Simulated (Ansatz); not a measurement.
Given:

C:
Space group P6₂22 (No. 180); a = 2.6004 Å, b = 2.6004 Å, c = 2.7995 Å, α = 90.00°, β = 90.00°, γ = 120.00°

```json
[
 {"atom": "C", "site": "3c", "symmetry": "222", "x": "0.5000", "y": "0.0000", "z": "0.0000"}
]
```

This is the r²SCAN-relaxed structure.

Question: All from the program Ansatz at the r²SCAN level (PAW), unless another level is named. Give the electron effective mass.

Answer: 0.24, 0.35, 0.42 mₑ (principal values).

Question: Predict the band gap.

Answer: 2.24 eV (indirect).

Question: What about the hole effective mass?

Answer: 0.43, 0.52, 0.52 mₑ (principal values).

Question: What about the smallest direct gap on the standard path?

Answer: 4.95 eV.

Question: Predict the conduction-band minimum.

Answer: at M (3 equivalent valleys).

Space group P6_222. The start of the workflow was typed in or built on a structure type; neither database checked (COD, Materials Project) lists it. It is not the phase usual at ambient conditions (space group No. 194, 227). The r²SCAN relaxation kept the symmetry of its start; its stability against distortions is not shown here.

Potentials: the later of the program's two PAW sets.
